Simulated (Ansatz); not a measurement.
RbBiO$_{3}$, first-principles data

RbBiO$_{3}$:
```cif
data_BiO3Rb
_chemical_formula_sum 'Rb1 Bi1 O3'
_space_group_name_H-M_alt 'P 1'
_space_group_IT_number 1
_cell_length_a 4.24337
_cell_length_b 4.24337
_cell_length_c 4.24337
_cell_angle_alpha 90.000
_cell_angle_beta 90.000
_cell_angle_gamma 90.000
loop_
_space_group_symop_operation_xyz
  'x, y, z'
loop_
_atom_site_label
_atom_site_type_symbol
_atom_site_fract_x
_atom_site_fract_y
_atom_site_fract_z
_atom_site_occupancy
Rb1 Rb 0.00000 0.00000 0.00000 1
Bi1 Bi 0.50000 0.50000 0.50000 1
O1 O 0.50000 0.50000 0.00000 1
O2 O 0.00000 0.50000 0.50000 1
O3 O 0.50000 0.00000 0.50000 1
```

Space group Pm-3m (No. 221), cubic perovskite; conventional cell a = 4.243 Å, b = 4.243 Å, c = 4.243 Å, α = 90.00°, β = 90.00°, γ = 90.00°.

Method: plane-wave PAW r²SCAN (Ansatz code). Structure relaxed to zero pressure with the same functional. Other levels are named where they apply.

Cell and energy:

- Volume per atom: 15.28 Å³
- Density: 7.44 g/cm³
- Formation energy from the elements (no fitted shifts): -111 kJ/mol of atoms

Electronic structure:

* **Electronic character**: metallic (no gap)
* **Density of states at the Fermi level**: 0.51 states/eV per atom (mean over ±0.08 eV)

The first step of the workflow began from a Materials Project structure, measured or hypothetical; the Crystallography Open Database copy checked does not list it. Its standing as an ambient phase is unchecked. The cell was relaxed with r²SCAN under the symmetry of its start; its stability against distortions is not shown here. The references are the lowest solids computed at this level, not always the standard phases (solids in place of the gases). Scalar-relativistic: spin–orbit coupling is off unless named, which matters more the heavier the elements.

Potentials: the later of the program's two PAW sets.
